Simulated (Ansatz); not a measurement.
V2GeB2:
```cif
data_B2GeV2
_chemical_formula_sum 'V2 Ge1 B2'
_space_group_name_H-M_alt 'P 1'
_space_group_IT_number 1
_cell_length_a 3.00385
_cell_length_b 3.00385
_cell_length_c 6.67946
_cell_angle_alpha 90.000
_cell_angle_beta 90.000
_cell_angle_gamma 120.000
loop_
_space_group_symop_operation_xyz
  'x, y, z'
loop_
_atom_site_label
_atom_site_type_symbol
_atom_site_fract_x
_atom_site_fract_y
_atom_site_fract_z
_atom_site_occupancy
V1 V 0.33333 0.66667 0.71458 1
V2 V 0.33333 0.66667 0.28542 1
Ge1 Ge 0.00000 0.00000 0.00000 1
B1 B 0.00000 0.00000 0.50000 1
B2 B 0.66667 0.33333 0.50000 1
```

Relaxed with r²SCAN.

Question: Which orbitals make up the states near the Fermi level in plane-wave PAW r²SCAN (Ansatz code)?

Answer: Within 0.5 eV of the Fermi level: V 3d 85 %, Ge 4p 9 %. Projections are on Löwdin-orthogonalised atomic valence shells; empty p or d shells of many metals are not among them.

Question: Tabulate the density of states.

Answer: States/eV per cell of 5 atoms, in 0.25 eV bins, energy from the Fermi level.

| E (eV) | total | V 3d | B 2p | Ge 4p |
|---|---|---|---|---|
| -7.85 | 0.94 | 0.15 | 0.31 | 0.04 |
| -7.60 | 0.67 | 0.11 | 0.33 | 0.03 |
| -7.35 | 0.81 | 0.12 | 0.45 | 0.04 |
| -7.10 | 0.83 | 0.12 | 0.51 | 0.04 |
| -6.85 | 0.92 | 0.15 | 0.58 | 0.05 |
| -6.60 | 1.13 | 0.19 | 0.71 | 0.07 |
| -6.35 | 0.90 | 0.17 | 0.58 | 0.04 |
| -6.10 | 1.10 | 0.21 | 0.70 | 0.06 |
| -5.85 | 1.35 | 0.26 | 0.79 | 0.16 |
| -5.60 | 1.55 | 0.33 | 0.84 | 0.23 |
| -5.35 | 1.74 | 0.38 | 0.95 | 0.28 |
| -5.10 | 2.19 | 0.49 | 1.13 | 0.41 |
| -4.85 | 2.22 | 0.55 | 1.03 | 0.46 |
| -4.60 | 1.79 | 0.46 | 0.69 | 0.50 |
| -4.35 | 1.47 | 0.41 | 0.57 | 0.37 |
| -4.10 | 1.68 | 0.46 | 0.69 | 0.40 |
| -3.85 | 2.44 | 0.70 | 1.00 | 0.56 |
| -3.60 | 2.48 | 0.80 | 0.90 | 0.58 |
| -3.35 | 3.99 | 1.70 | 1.05 | 1.01 |
| -3.10 | 3.31 | 1.57 | 0.51 | 1.05 |
| -2.85 | 1.94 | 1.02 | 0.24 | 0.57 |
| -2.60 | 2.17 | 1.35 | 0.23 | 0.46 |
| -2.35 | 2.45 | 1.61 | 0.26 | 0.44 |
| -2.10 | 4.09 | 2.82 | 0.36 | 0.64 |
| -1.85 | 2.81 | 2.10 | 0.21 | 0.32 |
| -1.60 | 2.00 | 1.56 | 0.15 | 0.18 |
| -1.35 | 1.67 | 1.36 | 0.10 | 0.13 |
| -1.10 | 1.33 | 1.08 | 0.07 | 0.11 |
| -0.85 | 1.79 | 1.49 | 0.13 | 0.12 |
| -0.60 | 2.01 | 1.68 | 0.12 | 0.16 |
| -0.35 | 2.64 | 2.20 | 0.12 | 0.27 |
| -0.10 | 2.55 | 2.13 | 0.09 | 0.27 |
| 0.15 | 2.22 | 1.90 | 0.08 | 0.17 |
| 0.40 | 2.44 | 2.13 | 0.10 | 0.14 |
| 0.65 | 3.89 | 3.44 | 0.14 | 0.21 |
| 0.90 | 3.91 | 3.44 | 0.16 | 0.19 |
| 1.15 | 2.96 | 2.59 | 0.10 | 0.13 |
| 1.40 | 4.00 | 3.58 | 0.11 | 0.14 |
| 1.65 | 3.11 | 2.74 | 0.13 | 0.12 |
| 1.90 | 2.73 | 2.32 | 0.15 | 0.16 |
| 2.15 | 3.14 | 2.43 | 0.21 | 0.31 |
| 2.40 | 5.05 | 3.91 | 0.37 | 0.49 |
| 2.65 | 4.13 | 2.85 | 0.77 | 0.33 |
| 2.90 | 3.20 | 2.21 | 0.73 | 0.14 |
| 3.15 | 3.82 | 2.40 | 0.51 | 0.31 |
| 3.40 | 3.18 | 2.01 | 0.34 | 0.24 |
| 3.65 | 0.92 | 0.46 | 0.12 | 0.20 |
| 3.90 | 2.35 | 1.22 | 0.25 | 0.55 |
| 4.15 | 1.67 | 0.76 | 0.18 | 0.46 |
| 4.40 | 1.48 | 0.60 | 0.15 | 0.46 |
| 4.65 | 1.69 | 0.60 | 0.17 | 0.55 |

Space group P-6m2. The start of the workflow was typed in or built on a structure type; neither database checked (COD, Materials Project) lists it. Whether it is the stable phase at ambient conditions was not checked. The r²SCAN relaxation kept the symmetry of its start; its stability against distortions is not shown here. The workflow began spin-polarised and lost its moments. Spin–orbit coupling is left out wherever it is not named.

Potentials: the earlier of the program's two PAW sets. The files were generated under PBE; for other functionals the program regenerates the frozen cores, and for LDA and PBEsol the local potential too.
